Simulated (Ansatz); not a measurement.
## Trial structures of NaScTe2

NaScTe2 was placed in 4 structures, borrowed from other compounds or built from prototypes, and relaxed with PBEsol and then r2SCAN+rVV10 in the plane-wave code Ansatz, symmetry kept. Energies are static, from a final single point; gaps are the least over its mesh and special points. Computed values alone, no measurements; non-magnetic cells, some hypothetical.

```
                   start   ends in  volume (Å³/atom)  energy, r2SCAN+rVV10 (meV/atom)  gap, r2SCAN+rVV10 (eV)    shaken (PBEsol)
    ordering on rocksalt      Pmmn             28.46                                0                    0.88  returns (8 atoms)
ordering on rocksalt (b)  I4_1/amd             27.83                               41                    0.85  returns (8 atoms)
ordering on rocksalt (d)    P4/mmm             26.97                              157                   metal  returns (8 atoms)
ordering on rocksalt (c)    P4/nmm             28.50                              122                    0.03  returns (8 atoms)
```
Energies count from the lowest cell; the last column tells what a randomly displaced small cell does when relaxed without symmetry, which tests only the distortions that fit it.

Of the symmetric cells the lowest is the one started from ordering on rocksalt, which ends in Pmmn (No. 59), 41 meV an atom below the next (ordering on rocksalt (b)). Other structures, not tried here, could lie lower.

The cells in order of energy (the first three):
- ordering on rocksalt: Pmmn, 28.46 Å³ an atom. Na is surrounded by 6 Te at 3.04–3.32 Å; Te is surrounded by 2 Sc at 2.87 Å and 4 Na at 3.04–3.19 Å; Sc is surrounded by 6 Te at 2.87–3.02 Å; Te is surrounded by 4 Sc at 2.96–3.02 Å and 2 Na at 3.32 Å.
- ordering on rocksalt (b): I4_1/amd, 27.83 Å³ an atom. Na is surrounded by 6 Te at 3.01–3.27 Å; Te is surrounded by 3 Sc at 2.88–3.01 Å and 3 Na at 3.01–3.27 Å; Sc is surrounded by 6 Te at 2.88–3.01 Å.
- ordering on rocksalt (c): P4/nmm, 28.50 Å³ an atom. Around Na lie 6 Te at 3.06–3.53 Å; around Te lie 1 Sc at 2.68 Å and 5 Na at 3.06–3.20 Å; around Te lie 5 Sc at 3.04–3.05 Å and 1 Na at 3.53 Å; around Sc lie 6 Te at 2.68–3.05 Å.

The lowest symmetric cell:
```yaml
crystal:
  lattice:
    - [4.17693, 0.00000, 0.00000]
    - [0.00000, 6.01828, 0.00000]
    - [0.00000, 0.00000, 9.05688]
  atoms:
    - { symbol: Na, position: [0.00000, 0.00000, 0.88880] }
    - { symbol: Te, position: [0.00000, 0.50000, 0.84479] }
    - { symbol: Na, position: [0.50000, 0.50000, 0.11120] }
    - { symbol: Te, position: [0.50000, 0.00000, 0.15521] }
    - { symbol: Sc, position: [0.00000, 0.00000, 0.37221] }
    - { symbol: Te, position: [0.00000, 0.50000, 0.39651] }
    - { symbol: Sc, position: [0.50000, 0.50000, 0.62779] }
    - { symbol: Te, position: [0.50000, 0.00000, 0.60349] }
```

No spin-orbit coupling is included; it can move band edges with weight on the heavy atoms by tenths of an eV.
